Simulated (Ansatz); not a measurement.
HfO2:
```xyz
6
Lattice="3.5374 0.0000 0.0000 0.0000 3.5374 0.0000 0.0000 0.0000 5.1035" Properties=species:S:1:pos:R:3 pbc="T T T"
Hf     1.7687     1.7687     2.5517
Hf     0.0000     0.0000     0.0000
O      0.0000     1.7687     3.5908
O      0.0000     1.7687     1.0390
O      1.7687     0.0000     4.0645
O      1.7687     0.0000     1.5127
```

Relaxed with LDA. Special points in fractions of this cell's reciprocal vectors: Γ (0.000, 0.000, 0.000); X (0.000, 0.500, 0.000); M (0.500, 0.500, 0.000); Z (0.000, 0.000, 0.500); R (0.000, 0.500, 0.500); A (0.500, 0.500, 0.500).

### Question
List the band energies nearest the valence-band maximum at these points for LDA (plane waves, PAW; program Ansatz).

### Answer
In eV from the valence-band maximum; about four levels below and three above (degenerate sets whole), none deeper than 8.9 eV; points with the same levels are listed once.

```json
[
 {"k": "Γ", "below": "-0.55 -0.14 -0.13 -0.13", "above": "4.49 4.54 5.67"},
 {"k": "X", "below": "-1.51 -1.51 -0.20 -0.20", "above": "4.97 4.97 6.04 6.04"},
 {"k": "M", "below": "-0.94 -0.94 -0.39 -0.39", "above": "5.41 5.41 6.07 6.07"},
 {"k": "Z", "below": "-0.60 -0.60 -0.06 -0.06", "above": "5.24 5.24 5.50 5.50"},
 {"k": "R", "below": "-1.44 -1.44 -1.08 -1.08", "above": "5.14 5.14 5.45 5.45"},
 {"k": "A", "below": "-1.43 -1.43 0.00 0.00", "above": "5.87 5.87 6.05 6.05"}
]
```

Space group P4_2/nmc. This is a known high-temperature phase of the composition, computed here at zero pressure and temperature. Symmetry was held in the LDA relaxation; phonons on a q-mesh show no instability. The run is not spin-polarised. Spin–orbit coupling is left out wherever it is not named.

Potentials: the earlier of the program's two PAW sets.
